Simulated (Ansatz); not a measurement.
Stability of a relaxed cell of SnSe2

Atoms and cell were relaxed at zero pressure (-3.4 % in volume from the start). The relaxed cell:

```xyz
6
Lattice="5.3751 0.0000 0.0000 -2.6876 4.6550 0.0000 0.0000 0.0000 5.5986" Properties=species:S:1:pos:R:3 pbc="T T T"
Se    0.0000    3.1033    4.1990
Se    2.6876    1.5517    1.3997
Sn    0.0000    3.1033    1.3997
Sn    2.6876    1.5517    4.1990
Se    0.0000    0.0000    0.0000
Se    0.0000    0.0000    2.7993
```

Space group P6_3/mmc (No. 194); conventional cell a = 5.375 Å, b = 5.375 Å, c = 5.599 Å, α = 90.00°, β = 90.00°, γ = 120.00°.

All energies were calculated with Ansatz 0.2.0 (r2SCAN; 500 eV; 8×8×6 Γ-centred mesh; fermi-dirac occupations of width 0.100 eV). Spin: none; no U, no spin-orbit coupling.

Problem. What is its formation energy?

Solution. 0.084 eV an atom at 0 K against the elements' lowest computed crystals and the free molecules of gases, with no empirical correction.

Problem. Is it stable against splitting into other phases?

Solution. Among the phases that we computed and relaxed alike, the lowest mixture with other formulas is 33 % Se + 67 % SnSe (shares of atoms). The cell lies 388 meV an atom above it, so it would gain by splitting into them. A better structure of the same formula lies lower still, 511 meV an atom under this cell.

The start was: a known structure type with other elements put in, at an estimated volume. An invented cell need not be a known compound.

Caveats: differences under 20 meV an atom lie within the error of meshes and cutoff; the relaxation keeps the start's symmetry, so a distorted cell may lie lower.
